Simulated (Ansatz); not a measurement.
## Pb (Fd-3m), an elastic constant from a strain scan

All numbers below come from DFT LDA, scalar-relativistic, plane waves, PAW in Ansatz. The runs took a 420 eV cutoff, a Γ-centred 12×12×12 mesh and Gaussian smearing (0.15 eV). Spin–orbit coupling is left out, which can shift energies with elements as heavy as these. No spin polarisation. Energies are free energies at this smearing, counted from the undisturbed cell; pressure is positive in compression.

Zero of the scan (as given, not relaxed at this level; it stands at -0.7 GPa; this diamond-type form isn't the usual structure):

```
CELL_PARAMETERS angstrom
0.00000 3.43900 3.43900
3.43900 0.00000 3.43900
3.43900 3.43900 0.00000
ATOMIC_POSITIONS crystal
Pb 0.50000 0.50000 0.50000
Pb 0.75000 0.75000 0.75000
```

The cell is strained by ε times the Voigt pattern (1, -1, 0, 0, 0, 0) (xx, yy, zz, yz, xz, xy; engineering shear) with fractional coordinates fixed. The cell holds 2 atoms in V0 = 81.34 Å³. The stress column is τ = (1/V0) dE/dε, got from the stress tensor σ (compression positive) at each point as −det(1 + εP) σ : P(1 + εP)⁻¹, with P the pattern as a tensor.

```csv
ε,ΔE (meV/atom),τ (GPa)
-0.0350,3.612,-0.791
-0.0300,2.672,-0.689
-0.0200,1.199,-0.469
-0.0100,0.302,-0.237
0.0000,0.000,0.000
0.0100,0.302,0.237
0.0200,1.199,0.469
0.0300,2.672,0.689
0.0350,3.612,0.791
0.0400,?,?
```

Which combination of elastic constants does this scan measure, and how large is it?

For small ε, τ = τ0 + Kε with K = pᵀCp, which for this pattern is 2(C11 − C12) in the cubic axes. The parabola through τ at ε = -0.0100, 0 and 0.0100 has slope K = 23.7 GPa at zero. The energies per cell, E = NΔE, of the same two points give K = 2[E(ε₊)/ε₊ − E(ε₋)/ε₋]/[(ε₊ − ε₋)V0] = 23.8 GPa, in agreement. The start is under stress, which shifts K from the elastic constant by about the size of that stress.

Predict the withheld row at ε = 0.0400 from the harmonic law, and compare.

ΔE = V0(τ0 ε + Kε²/2)/N = 4.808 meV/atom and τ = 0.95 GPa. The calculation gives 4.677 meV/atom and 0.89 GPa, a miss of 2.7 % of the harmonic energy, so the harmonic law still holds here.

In a metal these slopes depend on the k mesh and the smearing.